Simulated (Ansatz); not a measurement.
Input and command of a plane-wave DFT calculation in Ansatz:

```yaml
crystal:
  lattice:
    - [-1.7910944729, 1.7910944729, 4.6994062903]
    - [1.7910944729, -1.7910944729, 4.6994062903]
    - [1.7910944729, 1.7910944729, -4.6994062903]
  atoms:
    - { symbol: Nb, position: [0.25, 0.75, 0.5] }
    - { symbol: Nb, position: [0.75, 0.25, 0.5] }
    - { symbol: Mo, position: [0.0, 0.0, 0.0] }
    - { symbol: O, position: [0.626, 0.626, 0.0] }
    - { symbol: O, position: [0.374, 0.374, 0.0] }
basis:
  ecutwfc: 420
kpoints:
  mp_grid: { grid: [6, 6, 6] }
hamiltonian:
  xc: pbe
scf:
  occupations: { method: gaussian, width: 0.1 }
  lower_state_search: "off"
output:
  forces: true
  stress: true
  eigenvalues: true
relax:
  adjacent_minimum: "off"
  f_tol: 0.04
  max_steps: 70
  cell: { stress_tol: 0.4 }
```

```bash
ansatz run input.yaml --threads 1 --pin off --max-ram 2560MiB --backend cpu --events-out ev --progress --plain --runs-dir out
```

Processor: Arm Neoverse V1, 1 thread, on a host shared with other jobs.

**Question.** Estimate time, memory and problem size.

**Answer.** About 68 s on 1 thread of Arm Neoverse V1 (shared host), peak memory 0.38 GiB. It solves 32 bands at 30 k points (the mesh reduced by symmetry) with about 1341 plane waves (on the last cell), in 126 SCF iterations over 18 ionic steps.
